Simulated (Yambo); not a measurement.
G0W0@LDA for NaSbF$_{6}$ (space group Fm-3m, No. 225) in Yambo. Reference settings: 2×2×2 Γ-centred k mesh, bands 2 to 212 and a 7 Ry block in the screening, 212 bands in G with the Bruneval-Gonze terminator, plasmon pole fitted at 27.2 eV. The LDA gap Γ → Γ on this mesh is 5.05 eV; G0W0 gaps are taken between the same points.

The settings were changed. The gap went from 10.05 eV to 10.60 eV, and the shift of the valence edge from -2.81 eV to -3.38 eV.

Problem. Which change was made?
(A) 1×1×1 mesh
(B) 3 Ry block
(C) 59 bands in W, 59 bands in G, 2 Ry block
(D) 59 bands in W, 59 bands in G, 3 Ry block

Solution. B, 3 Ry block. The others gave (gap, valence shift): 1×1×1 mesh: 9.88, -2.60 eV; 59 bands in W, 59 bands in G, 2 Ry block: 11.48, -3.73 eV; 59 bands in W, 59 bands in G, 3 Ry block: 11.29, -3.49 eV.

The standard potential for Sb keeps a d shell in the valence without the s and p states of that shell. In tests on such compounds this moved G0W0 gaps by up to about 0.9 eV, so absolute quasiparticle energies here are unreliable; differences between settings are what counts.

Spin-orbit coupling is not included.

Geometry of the Materials Project entry, not relaxed at this level; primitive cell a = b = c = 5.8472 Å, α = β = γ = 60.00°.

A shift is the quasiparticle energy of the state minus its LDA energy.
